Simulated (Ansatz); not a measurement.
Input, command and steps of an Ansatz relaxation.

```yaml
crystal:
  lattice:
    - [-2.186912757, 2.186912757, 2.5088687762]
    - [2.186912757, -2.186912757, 2.5088687762]
    - [2.186912757, 2.186912757, -2.5088687762]
  atoms:
    - { symbol: V, position: [0.25, 0.25, 0.0] }
    - { symbol: V, position: [0.75, 0.75, 0.0] }
    - { symbol: "N", position: [0.113355214, 0.613355214, 0.7267104279] }
    - { symbol: "N", position: [0.613355214, 0.886644786, 0.5] }
    - { symbol: "N", position: [0.886644786, 0.386644786, 0.2732895721] }
    - { symbol: "N", position: [0.386644786, 0.113355214, 0.5] }
basis:
  ecutwfc: 500
kpoints:
  mp_grid: { grid: [12, 12, 12] }
hamiltonian:
  xc: r2scan
scf:
  occupations: { method: gaussian, width: 0.1 }
output:
  forces: true
  stress: true
  eigenvalues: true
relax:
  adjacent_minimum: "off"
  f_tol: 0.01
  max_steps: 30
  cell: { stress_tol: 0.1, fix: [volume] }
```

```bash
ansatz run input.yaml --threads 1 --pin off --max-ram 2560MiB --backend cpu --events-out ev --progress --plain --runs-dir out
```

Theory: DFT r2SCAN, scalar-relativistic, plane waves, PAW in Ansatz 0.2.0.

The volume is held at 1.06 times that of the relaxed cell.

Of 5 frames 4 are shown, positions in Å and forces in eV/Å; the SCF threshold varies from step to step. Steps run on the plane waves of an earlier cell, with a Pulay correction in the pressure. The basis is chosen afresh for the last frame, the zero of the energies, and at times for earlier ones too; energy and pressure step there, also at an unchanged geometry.

```xyz
6
Lattice="-2.1869 2.1869 2.5089 2.1869 -2.1869 2.5089 2.1869 2.1869 -2.5089" Properties=species:S:1:pos:R:3:forces:R:3 pbc="T T T" step=1 free_energy_over_end_meV_per_atom=0.42 pressure_GPa=-17.87
V     0.0000    0.0000    1.2544    0.0000    0.0000    0.0000
V     0.0000    0.0000    3.7633    0.0000    0.0000    0.0000
N     2.6827    0.4958    0.0000   -0.1521   -0.1521    0.0000
N     1.6911    0.4958    2.5089    0.1521   -0.1521    0.0000
N    -0.4958    1.6911    2.5089    0.1521    0.1521    0.0000
N     0.4958    1.6911    0.0000   -0.1521    0.1521    0.0000
6
Lattice="-2.1856 2.1856 2.5119 2.1856 -2.1856 2.5119 2.1856 2.1856 -2.5119" Properties=species:S:1:pos:R:3:forces:R:3 pbc="T T T" step=2 free_energy_over_end_meV_per_atom=0.20 pressure_GPa=-17.68
V     0.0000    0.0000    1.2560    0.0000    0.0000    0.0000
V     0.0000    0.0000    3.7679    0.0000    0.0000    0.0000
N     2.6802    0.4946    0.0000   -0.1126   -0.1126    0.0000
N     1.6910    0.4946    2.5119    0.1126   -0.1126    0.0000
N    -0.4946    1.6910    2.5119    0.1126    0.1126    0.0000
N     0.4946    1.6910    0.0000   -0.1126    0.1126    0.0000
6
Lattice="-2.1855 2.1855 2.5122 2.1855 -2.1855 2.5122 2.1855 2.1855 -2.5122" Properties=species:S:1:pos:R:3:forces:R:3 pbc="T T T" step=3 free_energy_over_end_meV_per_atom=0.00 pressure_GPa=-17.24
V     0.0000    0.0000    1.2561    0.0000    0.0000    0.0000
V     0.0000    0.0000    3.7683    0.0000    0.0000    0.0000
N     2.6771    0.4917    0.0000    0.0147    0.0147    0.0000
N     1.6938    0.4917    2.5122   -0.0147    0.0147    0.0000
N    -0.4917    1.6938    2.5122   -0.0147   -0.0147    0.0000
N     0.4917    1.6938    0.0000    0.0147   -0.0147    0.0000
6
Lattice="-2.1852 2.1852 2.5129 2.1852 -2.1852 2.5129 2.1852 2.1852 -2.5129" Properties=species:S:1:pos:R:3:forces:R:3 pbc="T T T" step=5 free_energy_over_end_meV_per_atom=0.00 pressure_GPa=-17.27
V     0.0000    0.0000    1.2564    0.0000    0.0000    0.0000
V     0.0000    0.0000    3.7693    0.0000    0.0000    0.0000
N     2.6771    0.4919    0.0000   -0.0003   -0.0003    0.0000
N     1.6932    0.4919    2.5129    0.0003   -0.0003    0.0000
N    -0.4919    1.6932    2.5129    0.0003    0.0003    0.0000
N     0.4919    1.6932    0.0000   -0.0003    0.0003    0.0000
```

Time: 2.2 min on 1 thread of Arm Neoverse V1, with other jobs on the host, peak memory 0.62 GiB.